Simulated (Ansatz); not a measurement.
Cu Kα1 powder pattern (kinematic, no thermal factors).
```tsv
2θ (°)	relative intensity
14.14	18
20.93	95
21.27	53
22.12	65
25.35	100
30.02	68
35.63	5
35.84	4
36.68	42
37.40	1
39.50	9
41.87	39
42.61	15
42.79	48
43.25	10
43.33	6
45.12	20
48.10	18
48.59	12
52.06	1
52.22	8
56.86	15
57.46	12
57.97	8
58.04	14
58.98	1
59.49	17
61.98	17
62.40	5
63.30	13
64.47	2
65.37	1
66.05	7
67.94	2
69.60	16
70.26	10
71.30	2
71.50	5
74.61	6
75.44	8
77.49	3
78.00	4
79.13	3
79.77	1
79.82	1
81.85	4
81.97	7
82.28	3
82.34	5
82.96	1
83.60	6
85.78	7
86.94	11
87.44	3
88.94	2
88.98	5
```

The pattern is computed from a structure relaxed with DFT PBE, scalar-relativistic, plane waves, PAW (Ansatz). No spin polarisation. Its elements are K, Rb.

Q: Give the structure.

A: KRb₂.
Space group P-6m2 (No. 187). a = 4.896 Å, b = 4.896 Å, c = 12.519 Å, α = 90.00°, β = 90.00°, γ = 120.00°
```csv
atom,site,symmetry,x,y,z
K,1a,-6m2,0.0000,0.0000,0.0000
Rb,2h,3m.,0.3333,0.6667,0.3155
```

A pattern alone doesn't exclude other cells with like lines; this is the one computed.

Another cell of KRb2 relaxed alike, in R-3m, lies 16 meV/atom lower, so this cell isn't the stable form at this level.

The structure comes from a generated guess; another structure or a mixture of phases may lie lower.
